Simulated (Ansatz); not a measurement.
Question: MoPd (CsCl type, Pm-3m) is relaxed with the program Ansatz at the r²SCAN level (PAW). What lattice parameters of the conventional cell result?

Answer: a = 3.139 Å.

The start of the workflow was typed in or built on a structure type; neither database checked (COD, Materials Project) lists it. Its standing as an ambient phase is unchecked. Symmetry was held in the r²SCAN relaxation. At this level the phase is mechanically unstable. No spin polarisation was allowed. Its formation energy is positive at this level, so the cell may be metastable or incomplete.

Potentials: the later of the program's two PAW sets.
